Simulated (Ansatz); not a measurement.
MgTi3N3O in space group P4/mmm (No. 123; Pearson symbol tP8) at seven volumes, the program Ansatz at the r²SCAN level (PAW), shape and atoms relaxed at each. One row is withheld.

| V (Å³/atom) | P (GPa) |
|---|---|
| 8.671 | 28.47 |
| 8.957 | 17.36 |
| 9.243 | 7.95 |
| 9.528 | 0.00 |
| 9.814 | -6.67 |
| 10.100 | -12.19 |
| 10.386 | ? |

Task: Fit the shown pressures and predict the withheld one.

Result: Third-order Birch–Murnaghan: P = (3/2)B₀(x^(7/2) − x^(5/2))[1 + (3/4)(B′ − 4)(x − 1)] with x = (V₀/V)^(2/3). Least squares on the six rows gives V₀ = 9.530 Å³/atom, B₀ = 241.3 GPa, B′ = 4.73. At V = 10.386, x = 0.9443 and P = -16.94 GPa. The run itself gave -16.56 GPa.

The start of the workflow was typed in or built on a structure type; neither database checked (COD, Materials Project) lists it. Its standing as an ambient phase is unchecked. Symmetry was held in the r²SCAN relaxation; its stability against distortions is not shown here. The workflow began spin-polarised and lost its moments.

Potentials: the earlier of the program's two PAW sets.
